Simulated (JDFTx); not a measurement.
MoSi2(001) slab cut from bulk MoSi2 (space group I4/mmm, indices of the conventional cell, lattice of the Materials Project entry mp-2592, not re-optimised): 6 atoms in 6 planes, a 1x1 cell of 10.27 Å² (|a| = 3.204, |b| = 3.204 Å), 6.4 Å between the outermost planes, Si outermost, slab composition Mo2Si4, cell height 22.5 Å, 6×6×1 k mesh, Fermi smearing 0.01 Ha, no spin polarisation. Whether this polymorph is the ambient one wasn't checked.

Method: PBE, GBRV ultrasoft potentials, plane waves to 20/100 Ha, in a modified build of JDFTx. Liquid on both sides: linear PCM (GLSSA13), water, 1 M NaCl; nuclei fixed. 

Charging data:

| U − U_pzc (V) | σ (μC/cm²) |
|---|---|
| -0.62 | -8.59 |
| 0.00 | 0.00 |
| 0.58 | 9.34 |

A calculation by hand: a check of Lippmann's equation. The grand free energy per area against the neutral slab, Δγ = [F(N) − F(N₀) − μ(N − N₀)]/2A, is taken from the total energies of the same runs.

```json
[
 {"U − U_pzc (V)": "-0.62", "Δγ (mJ/m²)": "-27.1"},
 {"U − U_pzc (V)": "0.00", "Δγ (mJ/m²)": "0.0"},
 {"U − U_pzc (V)": "0.58", "Δγ (mJ/m²)": "-26.4"}
]
```

Δγ is largest at zero charge and falls away from it, as dγ/dU = −σ demands. At -0.62 V the computed -27.1 mJ/m² stands beside -26.6 mJ/m² from the constant-capacitance formula.
